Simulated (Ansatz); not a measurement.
## Computed properties of Sn

```
Sn
1.0
    -2.91585    2.91585    1.59065
     2.91585   -2.91585    1.59065
     2.91585    2.91585   -1.59065
Sn
2
Direct
  0.00000 0.00000 0.00000
  0.75000 0.25000 0.50000
```

Atom numbers follow the list: Sn1, Sn2.

The cell is COD entry 1534488, as deposited and not checked against the literature; nothing was relaxed.

Spin–orbit coupling is left out, though it moves levels of the heavy atoms by tenths of an eV or more.

Method: DFT, LDA, all-electron LAPW, scalar-relativistic in Ansatz 0.2.0.

Settings: a Γ-centred 15×15×15 k mesh, Fermi–Dirac smearing of 0.05 eV, basis error target 0.5 meV/atom, no spin polarisation.

```
Pressure at this cell                             : -1.78 GPa
Band gap                                          : none: bands cross the Fermi level, a metal
Stress xx, yy, zz (compression positive)          : -1.46, -1.46, -2.43 GPa
Density of states at the Fermi level (0.2 eV bin) : 0.95 states/eV per cell
Volume per atom                                   : 27.05 Å³
```
